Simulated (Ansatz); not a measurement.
CdSe (zinc blende)

```yaml
crystal:
  lattice:
    - [0.00000, 3.04091, 3.04091]
    - [3.04091, 0.00000, 3.04091]
    - [3.04091, 3.04091, 0.00000]
  atoms:
    - { symbol: Se, position: [0.75000, 0.75000, 0.75000] }
    - { symbol: Cd, position: [0.00000, 0.00000, 0.00000] }
```

The slice is a {100} plane (indices of the conventional cell) through the point (0.000, 0.000, 0.000) (fractional), spanned by u = [100] and v = [0 1 -1] in vectors of this cell: u (4.30 Å) and v (4.30 Å, at 90° to u). It covers one period; positions are fractions (u, v).

Computed with PBEsol (plane waves to 420 eV, PAW, scalar-relativistic; Ansatz, a quantum-chemistry and plane-wave program). k mesh 9×9×9. These are valence fields of a PAW run, semicore shells included where kept as valence: close to a nucleus they are smooth pseudo fields. CdSe was relaxed with its symmetry unable to fall.

Predict the map of the density of the highest valence band (whole band, smooth part) on the slice.


```
|01234444567789999999877654444321|
|22222334556778899988776554332222|
|43211234456677788877766544321123|
|54211233445566677766655443321124|
|44322233444455555555544443322234|
|44333333333444444444443333333334|
|44443333333333333333333333333444|
|55544433322222222222222233344455|
|66554433222211111111122223344556|
|77665433221111111111111223345667|
|77765443221110000000111223445677|
|88776543211100000000011123456778|
|99876543211000000000001123456789|
|99876543211000000000001123456789|
|99987543211000000000001123457899|
|99987543211000000000001123457899|
|99987543211000000000001123457899|
|99876543211000000000001123456789|
|99876543211000000000001123456789|
|88776543211100000000011123456778|
|77765443221110000000111223445677|
|77665433221111111111111223345667|
|66554433222211111111122223344556|
|55544433322222222222222233344455|
|44443333333333333333333333333444|
|44333333333444444444443333333334|
|44322233444455555555544443322234|
|54211233445566677766655443321124|
|43211234456677788877766544321123|
|22222334556778899988776554332222|
|01234444567789999999877654444321|
|00245444567789999999877654445420|
```
Scale: ten equal steps from 0.001 (start of '0') to 0.034 (end of '9'), in the order '0123456789'. Values: density of the highest valence band (whole band, smooth part) in e/Å³. The map has 32 points along u (one character each, u = 0 at the left) and 32 along v (v = 0 in the bottom row).
